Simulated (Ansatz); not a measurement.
Input:

Mo:
```yaml
crystal:
  lattice:
    - [2.73009, 0.00000, 0.00000]
    - [-1.36504, 2.36433, 0.00000]
    - [0.00000, 0.00000, 4.83721]
  atoms:
    - { symbol: Mo, position: [0.33333, 0.66667, 0.25000] }
    - { symbol: Mo, position: [0.66667, 0.33333, 0.75000] }
```

This is the PBEsol-relaxed structure.

Question: All from PBEsol (plane waves, PAW; program Ansatz), unless another level is named. Estimate the highest zone-centre frequency.

Answer: 263 cm⁻¹.

Question: And the bulk modulus (Birch–Murnaghan fit)?

Answer: 250 GPa.

Space group P6_3/mmc (hcp (Mg type)). The start of the workflow was typed in or built on a structure type; the Crystallography Open Database copy checked does not list it. It is not the phase usual at ambient conditions (space group No. 229). The PBEsol relaxation kept the symmetry of its start; phonons show weakly imaginary modes. No spin polarisation was allowed. As this level gives no gap, phonon frequencies hold no LO–TO term and depend on the k-mesh and smearing (Fermi–Dirac, 0.1 eV here). On the denser mesh and wider smearing of the elastic run this cell carries a stress of 0.4 GPa.

Potentials: the later of the program's two PAW sets.
